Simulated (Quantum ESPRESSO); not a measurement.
# Ti2HfF4O4: one run as intended and one with a planted mistake

Simulated, not a measurement. The program is pw.x of Quantum ESPRESSO 7.5 (plane-wave density functional theory). The cell is made up: 11 atoms on a fluorite lattice with one site empty, with randomly drawn elements, strain and displacements, not relaxed. PseudoDojo standard norm-conserving files (v0.5 for PBE, v0.4.1 for LDA and PBEsol) set the functional; there is no spin polarisation, spin-orbit coupling or dispersion term, and the masses in the input are unused placeholders.

The hafnium pseudopotential is less sure than the others, with forces about 3 percent (worst 6) and pressure in oxides about 1.5 GPa (worst 2.7) from a second method in checks, which no rerun with the same files tests.

Intended input:

```
&control calculation='scf', pseudo_dir='./dojo.nc.sr.pbe.v0_5.standard.upf', outdir='./o', disk_io='medium', tprnfor=.true., tstress=.true. /
&system ibrav=0, nat=11, ntyp=4, nbnd=50, ecutwfc=84.00895049, nosym=.true., tot_charge=0,
 occupations='smearing', smearing='fd', degauss=0.0018374661
/
&electrons conv_thr=7.350e-09, electron_maxstep=60, /
ATOMIC_SPECIES
F 1.0 F.upf
Hf 1.0 Hf.upf
O 1.0 O.upf
Ti 1.0 Ti.upf
CELL_PARAMETERS angstrom
4.9273 0.0391 0.0741
0.0391 4.9222 -0.0021
0.0741 -0.0021 4.8539
ATOMIC_POSITIONS angstrom
Ti 0.0194 0.0347 0.0407
Hf 2.4757 0.0085 2.5091
Ti 2.4689 2.4757 0.0366
F 1.3244 1.2325 1.2326
F 1.3974 1.2517 3.6157
O 1.2859 3.7092 1.2071
F 1.3366 3.7771 3.6602
F 3.7095 1.2901 1.2641
O 3.8121 1.299 3.7516
O 3.7042 3.7911 1.2643
O 3.7706 3.7357 3.6928
K_POINTS automatic
5 5 5 1 1 1
```

The log is shortened where brackets say so; the opening notice, blank lines, dates and the lines on written files are dropped, and the path of the files is cut. It prints rydbergs, bohrs and kilobars, and counts compression as positive stress. Where no state is partly filled, the Fermi energy that it prints is only some level between the filled and the empty states on the mesh, and need not lie in the true gap.

Log of the intended run:

```
     Program PWSCF v.7.5
     Parallel version (MPI & OpenMP), running on       1 processor cores
     Number of MPI processes:                 1
     Threads/MPI process:                     1
     [start-up lines left out]
     bravais-lattice index     =            0
     lattice parameter (alat)  =       9.3126  a.u.
     unit-cell volume          =     794.1974 (a.u.)^3
     number of atoms/cell      =           11
     number of atomic types    =            4
     number of electrons       =        88.00
     number of Kohn-Sham states=           50
     kinetic-energy cutoff     =      84.0090  Ry
     charge density cutoff     =     336.0358  Ry
     scf convergence threshold =      7.3E-09
     mixing beta               =       0.7000
     number of iterations used =            8  plain     mixing
     Exchange-correlation= PBE
                           (   1   4   3   4   0   0   0)
     [axes and pseudopotential details left out]
   Cartesian axes
     site n.     atom                  positions (alat units)
         1        Ti     tau(   1) = (   0.0039367   0.0070414   0.0082589  )
         2        Hf     tau(   2) = (   0.5023729   0.0017248   0.5091505  )
         3        Ti     tau(   3) = (   0.5009931   0.5023729   0.0074269  )
         4        F      tau(   4) = (   0.2687493   0.2501008   0.2501211  )
         5        F      tau(   5) = (   0.2835626   0.2539969   0.7337035  )
         6        O      tau(   6) = (   0.2609369   0.7526767   0.2449466  )
         7        F      tau(   7) = (   0.2712250   0.7664551   0.7427335  )
         8        F      tau(   8) = (   0.7527376   0.2617891   0.2565132  )
         9        O      tau(   9) = (   0.7735573   0.2635951   0.7612806  )
        10        O      tau(  10) = (   0.7516621   0.7692960   0.2565537  )
        11        O      tau(  11) = (   0.7651361   0.7580541   0.7493488  )
     number of k points=    63  Fermi-Dirac smearing, width (Ry)=  0.0018
                       cart. coord. in units 2pi/alat
        k(    1) = (   0.0977208   0.0993845   0.1000780), wk =   0.0320000
        k(    2) = (   0.0946655   0.0994954   0.3031785), wk =   0.0320000
     [further k points left out]
     Dense  grid:    82623 G-vectors     FFT dimensions: (  60,  60,  54)
     Estimated max dynamical RAM per process >     136.48 MB
     Initial potential from superposition of free atoms
     starting charge      87.9949, renormalised to      88.0000
     Starting wfcs are   62 randomized atomic wfcs
     total cpu time spent up to now is       24.5 secs
     per-process dynamical memory:    83.2 Mb
     Self-consistent Calculation
     iteration #  1     ecut=    84.01 Ry     beta= 0.70
     Davidson diagonalization with overlap
     ethr =  1.00E-02,  avg # of iterations =  2.0
     total cpu time spent up to now is       72.3 secs
     total energy              =    -678.01346449 Ry
     estimated scf accuracy    <       4.74602350 Ry
     iteration #  2     ecut=    84.01 Ry     beta= 0.70
     Davidson diagonalization with overlap
     ethr =  5.39E-03,  avg # of iterations =  7.1
     total cpu time spent up to now is      150.9 secs
     total energy              =    -670.59333675 Ry
     estimated scf accuracy    <     104.11228252 Ry
     [iterations 3 to 22 left out]
     iteration # 23     ecut=    84.01 Ry     beta= 0.70
     Davidson diagonalization with overlap
     ethr =  7.11E-11,  avg # of iterations =  6.0
     total cpu time spent up to now is     1273.9 secs
     total energy              =    -680.70595410 Ry
     estimated scf accuracy    <       0.00000003 Ry
     iteration # 24     ecut=    84.01 Ry     beta= 0.70
     Davidson diagonalization with overlap
     ethr =  3.50E-11,  avg # of iterations =  1.2
     total cpu time spent up to now is     1328.7 secs
     End of self-consistent calculation
     [lines on levels left out]
     the Fermi energy is     9.9799 ev
!    total energy              =    -680.70595410 Ry
     estimated scf accuracy    <          5.7E-09 Ry
     smearing contrib. (-TS)   =      -0.00000046 Ry
     internal energy E=F+TS    =    -680.70595364 Ry
     The total energy is F=E-TS. E is the sum of the following terms:
     one-electron contribution =    -230.67146380 Ry
     hartree contribution      =     162.68475310 Ry
     xc contribution           =    -141.15724670 Ry
     ewald contribution        =    -471.56199624 Ry
     convergence has been achieved in  24 iterations
     Forces acting on atoms (cartesian axes, Ry/au):
     atom    1 type  4   force =    -0.18072217   -0.13570029    0.01293915
     atom    2 type  2   force =     0.17254570   -0.11467044   -0.04797136
     atom    3 type  4   force =     0.16295008    0.15444219   -0.00530396
     atom    4 type  1   force =    -0.02906354    0.01550842   -0.03997554
     atom    5 type  1   force =    -0.06278931    0.05573894    0.06482591
     atom    6 type  3   force =     0.00810246    0.02543818   -0.06574072
     atom    7 type  1   force =    -0.04064327   -0.02605788    0.02507653
     atom    8 type  1   force =     0.00466467    0.01962163    0.00735095
     atom    9 type  3   force =    -0.02229142   -0.03514038    0.06233294
     atom   10 type  3   force =     0.02162951    0.02504347   -0.07526929
     atom   11 type  3   force =    -0.03438271    0.01577615    0.06173539
     Total force =     0.432329     Total SCF correction =     0.000187
     Computing stress (Cartesian axis) and pressure
          total   stress  (Ry/bohr**3)                   (kbar)     P=       34.90
   0.00003682  -0.00011023  -0.00039983            5.42      -16.22      -58.82
  -0.00011023   0.00011452  -0.00013644          -16.22       16.85      -20.07
  -0.00039983  -0.00013644   0.00056046          -58.82      -20.07       82.45
     init_run     :     22.96s CPU     24.31s WALL (       1 calls)
     electrons    :   1232.33s CPU   1304.19s WALL (       1 calls)
     forces       :     10.70s CPU     10.81s WALL (       1 calls)
     stress       :     39.26s CPU     39.44s WALL (       1 calls)
     [timing details left out]
     PWSCF        :  21m45.59s CPU  22m59.48s WALL
     JOB DONE.
```

A second run has one planted mistake: the k-point mesh is too coarse. The input lines that differ, file-writing options aside:

```
- 5 5 5 1 1 1
+ 2 2 2 1 1 1
```

Its log:

```
     Program PWSCF v.7.5
     Parallel version (MPI & OpenMP), running on       4 processor cores
     Number of MPI processes:                 4
     Threads/MPI process:                     1
     [start-up lines left out]
     bravais-lattice index     =            0
     lattice parameter (alat)  =       9.3126  a.u.
     unit-cell volume          =     794.1974 (a.u.)^3
     number of atoms/cell      =           11
     number of atomic types    =            4
     number of electrons       =        88.00
     number of Kohn-Sham states=           50
     kinetic-energy cutoff     =      84.0090  Ry
     charge density cutoff     =     336.0358  Ry
     scf convergence threshold =      7.3E-09
     mixing beta               =       0.7000
     number of iterations used =            8  plain     mixing
     Exchange-correlation= PBE
                           (   1   4   3   4   0   0   0)
     [axes and pseudopotential details left out]
   Cartesian axes
     site n.     atom                  positions (alat units)
         1        Ti     tau(   1) = (   0.0039367   0.0070414   0.0082589  )
         2        Hf     tau(   2) = (   0.5023729   0.0017248   0.5091505  )
         3        Ti     tau(   3) = (   0.5009931   0.5023729   0.0074269  )
         4        F      tau(   4) = (   0.2687493   0.2501008   0.2501211  )
         5        F      tau(   5) = (   0.2835626   0.2539969   0.7337035  )
         6        O      tau(   6) = (   0.2609369   0.7526767   0.2449466  )
         7        F      tau(   7) = (   0.2712250   0.7664551   0.7427335  )
         8        F      tau(   8) = (   0.7527376   0.2617891   0.2565132  )
         9        O      tau(   9) = (   0.7735573   0.2635951   0.7612806  )
        10        O      tau(  10) = (   0.7516621   0.7692960   0.2565537  )
        11        O      tau(  11) = (   0.7651361   0.7580541   0.7493488  )
     number of k points=     4  Fermi-Dirac smearing, width (Ry)=  0.0018
                       cart. coord. in units 2pi/alat
        k(    1) = (   0.2443019   0.2484613   0.2501951), wk =   0.5000000
        k(    2) = (   0.2519400   0.2481840  -0.2575559), wk =   0.5000000
     [further k points left out]
     Dense  grid:    82623 G-vectors     FFT dimensions: (  60,  60,  54)
     Estimated max dynamical RAM per process >     136.48 MB
     Estimated total dynamical RAM >     485.41 MB
     Initial potential from superposition of free atoms
     starting charge      87.9949, renormalised to      88.0000
     Starting wfcs are   62 randomized atomic wfcs
     total cpu time spent up to now is        3.4 secs
     per-process dynamical memory:    82.6 Mb
     Self-consistent Calculation
     iteration #  1     ecut=    84.01 Ry     beta= 0.70
     Davidson diagonalization with overlap
     ethr =  1.00E-02,  avg # of iterations =  2.0
     total cpu time spent up to now is        5.0 secs
     total energy              =    -678.02496642 Ry
     estimated scf accuracy    <       4.73434970 Ry
     iteration #  2     ecut=    84.01 Ry     beta= 0.70
     Davidson diagonalization with overlap
     ethr =  5.38E-03,  avg # of iterations =  7.0
     total cpu time spent up to now is        7.1 secs
     total energy              =    -670.58585860 Ry
     estimated scf accuracy    <     103.98854130 Ry
     [iterations 3 to 20 left out]
     iteration # 21     ecut=    84.01 Ry     beta= 0.70
     Davidson diagonalization with overlap
     ethr =  1.38E-10,  avg # of iterations =  1.2
     total cpu time spent up to now is       29.4 secs
     total energy              =    -680.71971623 Ry
     estimated scf accuracy    <       0.00000004 Ry
     iteration # 22     ecut=    84.01 Ry     beta= 0.70
     Davidson diagonalization with overlap
     ethr =  3.98E-11,  avg # of iterations =  5.0
     total cpu time spent up to now is       30.6 secs
     End of self-consistent calculation
     [lines on levels left out]
     the Fermi energy is     9.7791 ev
!    total energy              =    -680.71971624 Ry
     estimated scf accuracy    <          6.7E-10 Ry
     smearing contrib. (-TS)   =      -0.00000000 Ry
     internal energy E=F+TS    =    -680.71971624 Ry
     The total energy is F=E-TS. E is the sum of the following terms:
     one-electron contribution =    -230.64425287 Ry
     hartree contribution      =     162.62288245 Ry
     xc contribution           =    -141.13634958 Ry
     ewald contribution        =    -471.56199624 Ry
     convergence has been achieved in  22 iterations
     Forces acting on atoms (cartesian axes, Ry/au):
     atom    1 type  4   force =    -0.17791498   -0.13680804    0.01172062
     atom    2 type  2   force =     0.17369809   -0.11412409   -0.04908233
     atom    3 type  4   force =     0.16444746    0.15283100   -0.00534272
     atom    4 type  1   force =    -0.02936183    0.01602687   -0.04114661
     atom    5 type  1   force =    -0.06373772    0.05557467    0.06730772
     atom    6 type  3   force =     0.00664936    0.02770283   -0.06450359
     atom    7 type  1   force =    -0.04043726   -0.02639244    0.02559662
     atom    8 type  1   force =     0.00454507    0.01936931    0.00715312
     atom    9 type  3   force =    -0.02459490   -0.03451165    0.06034397
     atom   10 type  3   force =     0.02022224    0.02325136   -0.07477880
     atom   11 type  3   force =    -0.03351554    0.01708018    0.06273199
     Total force =     0.432168     Total SCF correction =     0.000044
     Computing stress (Cartesian axis) and pressure
          total   stress  (Ry/bohr**3)                   (kbar)     P=       29.68
  -0.00000231  -0.00013243  -0.00041116           -0.34      -19.48      -60.48
  -0.00013243   0.00007248  -0.00014185          -19.48       10.66      -20.87
  -0.00041116  -0.00014185   0.00053502          -60.48      -20.87       78.70
     init_run     :      2.71s CPU      2.83s WALL (       1 calls)
     electrons    :     27.02s CPU     27.31s WALL (       1 calls)
     forces       :      0.38s CPU      0.40s WALL (       1 calls)
     stress       :      1.16s CPU      1.17s WALL (       1 calls)
     [timing details left out]
     PWSCF        :     31.80s CPU     32.30s WALL
     JOB DONE.
```

|  | intended run | run with the mistake |
| --- | --- | --- |
| free energy (eV) | -9261.476 | -9261.664 |
| smearing term -TS (eV) | 0.0000 | 0.0000 |
| pressure (GPa) | 3.49 | 2.97 |
| largest force component (eV/Å) | 4.647 | 4.574 |
| largest change of a force component (eV/Å) |  | 0.072 |
| iterations | 24 | 22 |

For scale, a rerun of the intended cell at a cutoff of 1437 eV and k mesh 7 x 7 x 7 moved values by no more than 0.003 eV in energy, 0.04 GPa in stress and 0.004 eV/Å in force.